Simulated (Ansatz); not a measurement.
SiO₂:
```cif
data_O6Si3
_chemical_formula_sum 'Si3 O6'
_space_group_name_H-M_alt 'P 1'
_space_group_IT_number 1
_cell_length_a 4.94791
_cell_length_b 4.94791
_cell_length_c 5.44078
_cell_angle_alpha 90.000
_cell_angle_beta 90.000
_cell_angle_gamma 120.000
loop_
_space_group_symop_operation_xyz
  'x, y, z'
loop_
_atom_site_label
_atom_site_type_symbol
_atom_site_fract_x
_atom_site_fract_y
_atom_site_fract_z
_atom_site_occupancy
Si1 Si 0.47032 0.00000 0.66667 1
Si2 Si 0.00000 0.47032 0.33333 1
Si3 Si 0.52968 0.52968 0.00000 1
O1 O 0.41252 0.26699 0.78548 1
O2 O 0.73301 0.14554 0.45215 1
O3 O 0.85446 0.58748 0.11882 1
O4 O 0.26699 0.41252 0.21452 1
O5 O 0.14554 0.73301 0.54785 1
O6 O 0.58748 0.85446 0.88118 1
```

Relaxed with PBEsol. 

**Question.** HSE06 on this cell (Ansatz, a program for electronic structure, PAW) gives a gap of 7.67 eV. What does PBEsol give?

**Answer.** 5.72 eV.

Cost on shared cores: the PBEsol run (SCF on a 7×7×5 mesh, then bands and DOS) roughly 100 core-seconds, the HSE06 run (SCF on 4×4×3, then a few points) very roughly 2.4 core-minutes; the tasks are unlike.

Space group P3_221. The PBEsol relaxation kept the symmetry of its start.

Potentials: the later of the program's two PAW sets.

Ansatz is a plane-wave DFT program.
